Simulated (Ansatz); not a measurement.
## Relaxing an invented SiSe3 structure

Method: DFT PBE, scalar-relativistic, plane waves, PAW in Ansatz. Cutoff 420 eV, Gaussian smearing, Γ-centred meshes. Cell and atoms relax first on a coarse mesh and then on a finer one. In between, the cell is made exact in the group found at 0.06 Å. In metals the finer mesh still leaves noise of several meV/atom or more. The steps can't lower the symmetry of their start. No spin polarisation.

A trial structure of SiSe3 was built thus: perovskite family, tilts a0b-b- (Imma, No. 74) (A site vacant; B site Si; X site Se). The dimensions are guesses.

```
Si Se
1.0
    -3.25269    4.60000    3.25269
     3.25269   -4.60000    3.25269
     3.25269    4.60000   -3.25269
Si Se
2 6
Direct
  0.00000 0.00000 0.00000
  0.50000 0.00000 0.50000
  0.19344 0.94344 0.25000
  0.72172 0.50000 0.72172
  0.27828 0.00000 0.77828
  0.80656 0.05656 0.75000
  0.27828 0.50000 0.27828
  0.72172 0.00000 0.22172
```

The zero of energy is the elements' standard structures at the same level; no fitted shifts are applied.

**Question.** Which structure results?

**Answer.** The symmetry stays Imma (No. 74). The volume per atom stays near 24.4 Å³. The shortest distance goes from 2.31 Å (Si–Se) to 2.38 Å (Si–Se). The energy falls by about 0.47 eV/atom (the start's value is from the coarse mesh). The end is written in a standard setting, so origin, axes and order of atoms can differ from the start's. Conventional cell: a = 7.341 Å, b = 7.910 Å, c = 6.724 Å. Si is surrounded by 2 Se at 2.38 Å and 4 Se at 2.61 Å; Se on a site of symmetry mm2 is surrounded by 2 Si at 2.38 Å; Se on a site of symmetry 2 is surrounded by 1 Se at 2.39 Å and 2 Si at 2.61 Å.

Space group Imma (No. 74). a = 7.341 Å, b = 7.910 Å, c = 6.724 Å, α = 90.00°, β = 90.00°, γ = 90.00°
| atom | site | symmetry | x | y | z |
| --- | --- | --- | --- | --- | --- |
| Si | 4a | 2/m.. | 0.0000 | 0.0000 | 0.0000 |
| Se | 4e | mm2 | 0.5000 | 0.7500 | 0.3035 |
| Se | 8g | .2. | 0.2500 | 0.4010 | 0.2500 |

**Question.** How does it come out in energy, and is it a metal?

**Answer.** The energy over the elements is +0.01 eV/atom and the gap on the 8×8×8 mesh of the 8-atom cell is 0 eV (a metal).

The formation energy is too near zero to say whether this cell lies below the elements.

The last run used Gaussian smearing of 0.10 eV. The k mesh leaves some 4 meV/atom of noise in the energy of each metallic cell. The reference form of Se is held partly by dispersion forces, which this level lacks. Symmetry constrained the relaxation, so the result can be a saddle point.
